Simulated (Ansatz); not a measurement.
# Ta2N: opening a crack plane

Ta2N, P-3m1, a = 3.079 Å, c = 4.823 Å. The structure is a Materials Project entry; whether it is the stable form wasn't checked. Ansatz: PBEsol, PAW, 420 eV, Γ-centred 17×17×5 mesh on 6 atoms, Gaussian smearing 0.15 eV; no spin polarisation. One cut on (001) per cell of 6 atoms is opened rigidly by x, between planes of Ta and Ta that stand 2.37 Å apart; y is the energy per area (8.208 Å², 1 eV/Å² = 16.02 J/m²).

```tsv
x (Å)	y (J/m²)
0.00	0.000
0.25	?
0.50	1.285
0.75	2.321
1.00	3.311
1.50	4.841
2.00	5.725
3.00	6.320
4.50	6.427
6.00	6.431
```

Question: Fit the universal binding curve y = W[1 − (1 + x/l) e^(−x/l)] to the other rows, give the peak stress, and predict the missing value.

Answer: Least squares gives W = 6.51 J/m² and l = 0.580 Å. The stress dy/dx peaks at x = l with W/(e l) = 41.3 GPa, for rigid faces. At x = 0.25: x/l = 0.431, y = 0.456 J/m². The run gave 0.401 J/m², so the fit is 0.055 J/m² too high, within the rms miss on the fitted rows (0.085 J/m²).

Spin–orbit coupling is left out, which can shift energies with elements as heavy as these.

Cost: 12 runs of about 5.1 core-minutes in all, on Arm Neoverse V2 (shared hosts).